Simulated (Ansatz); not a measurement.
ZnS (zinc blende)

```xyz
4
Lattice="0.0000 5.4434 5.4434 2.7217 2.7217 5.4434 2.7217 2.7217 0.0000" Properties=species:S:1:pos:R:3 pbc="T T T"
S      4.0826     9.5260     9.5260
S      4.0826     6.8043     6.8043
Zn     0.0000     0.0000     0.0000
Zn     2.7217     5.4434     8.1652
```

A phonon eigenvector at X = (0.5, 0.5, 0.0) is frozen into this cell: atom i moves by Q times the vector below, so Q is the largest atomic displacement, in Å. The cell is held. It is one choice among 2 degenerate patterns. (q is in reciprocal vectors of the primitive cell; the cell shown is doubled to hold the pattern.)

```csv
atom,x,y,z
S1,-0.607,0.000,0.000
S2,0.607,0.000,0.000
Zn3,0.000,-1.000,0.000
Zn4,0.000,1.000,0.000
```

Method: PBE (plane waves to 420 eV, PAW, scalar-relativistic; Ansatz, a first-principles code). k mesh 10×10×10 (Γ-centred), Fermi-Dirac smearing 0.05 eV. The energy includes the smearing's −TS. ZnS was relaxed with its symmetry unable to fall. ΔE is measured from the undisplaced structure.

Problem. Predict the ΔE (meV/cell) at Q (Å) = -0.100, -0.083, -0.067, 0.017, 0.033, 0.100.

Solution. 
| Q (Å) | ΔE (meV/cell) |
|---|---|
| -0.100 | 22.8 |
| -0.083 | 15.9 |
| -0.067 | 10.2 |
| 0.017 | 0.6 |
| 0.033 | 2.5 |
| 0.100 | 22.8 |

(A displaced cell: forces are minus the slopes of the energy, force constants its curvatures, and phonons follow from these.)
